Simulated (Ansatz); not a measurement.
BaSrTi2O6:
```yaml
crystal:
  lattice:
    - [3.94093, 0.00000, 0.00000]
    - [0.00000, 3.94093, 0.00000]
    - [0.00000, 0.00000, 8.01642]
  atoms:
    - { symbol: Ba, position: [0.00000, 0.00000, 0.01143] }
    - { symbol: O, position: [0.50000, 0.50000, 0.99552] }
    - { symbol: Ti, position: [0.50000, 0.50000, 0.27417] }
    - { symbol: O, position: [0.50000, 0.00000, 0.26058] }
    - { symbol: O, position: [0.00000, 0.50000, 0.26058] }
    - { symbol: Sr, position: [0.00000, 0.00000, 0.51409] }
    - { symbol: O, position: [0.50000, 0.50000, 0.50151] }
    - { symbol: Ti, position: [0.50000, 0.50000, 0.76220] }
    - { symbol: O, position: [0.50000, 0.00000, 0.74356] }
    - { symbol: O, position: [0.00000, 0.50000, 0.74356] }
```

Relaxed with r²SCAN. Independent-particle spectrum: no excitons, no local fields, no scissors shift; 0.1 eV broadening; ε₁ of the summed bands alone.

### Question
Tabulate the dielectric function from r²SCAN in the plane-wave PAW code Ansatz.

### Answer


```tsv
E (eV)	ε₁ xx	ε₂ xx	ε₁ zz	ε₂ zz
0.0	5.37	0.00	5.15	0.00
0.4	5.39	0.00	5.17	0.00
0.8	5.46	0.00	5.23	0.00
1.2	5.60	0.00	5.33	0.00
1.6	5.81	0.00	5.48	0.00
2.0	6.14	0.00	5.71	0.00
2.4	6.71	0.00	6.06	0.00
2.8	8.03	0.54	6.64	0.00
3.2	8.46	2.44	7.73	0.48
3.6	8.27	3.79	8.75	1.80
4.0	7.79	5.32	9.49	3.85
4.4	6.83	7.05	8.06	6.40
4.8	1.89	8.29	3.92	9.27
5.2	1.11	4.79	1.30	5.36
5.6	1.53	3.67	2.50	4.59
6.0	1.79	2.80	2.16	3.68
6.4	2.45	2.65	2.39	3.43
6.8	2.87	2.64	2.77	2.54
7.2	3.44	3.10	2.69	3.69
7.6	3.25	4.36	2.98	4.40
8.0	2.26	4.05	1.87	4.46
8.4	1.77	3.50	1.88	3.43
8.8	2.38	3.76	2.41	4.06
9.2	1.74	4.40	1.56	4.61
9.6	0.99	4.16	0.87	4.42
10.0	0.79	3.44	0.07	4.22
10.4	0.74	3.48	0.19	3.55
10.8	0.20	3.40	0.12	2.92
11.2	0.42	3.36	0.17	3.07
11.6	-0.05	2.96	-0.11	2.98
12.0	-0.75	2.71	-0.59	2.68
```

### Question
From ε at 3.7 eV (xx: 8.02 + 4.07i), find n, k, the normal reflectivity and the absorption coefficient.

### Answer
n = 2.92, k = 0.698, R = 26 %, α = 2kE/ħc = 260000 cm⁻¹.

With all bands, ε∞ without local fields is 5.65 (xx = yy), 5.44 (zz).

Space group P4mm. The start of the workflow was typed in or built on a structure type; neither database checked (COD, Materials Project) lists it. Its standing as an ambient phase is unchecked. Symmetry was held in the r²SCAN relaxation; its stability against distortions is not shown here. The workflow began spin-polarised and lost its moments. Scalar-relativistic: spin–orbit coupling is off unless named, which matters more the heavier the elements.

Potentials: the earlier of the program's two PAW sets.
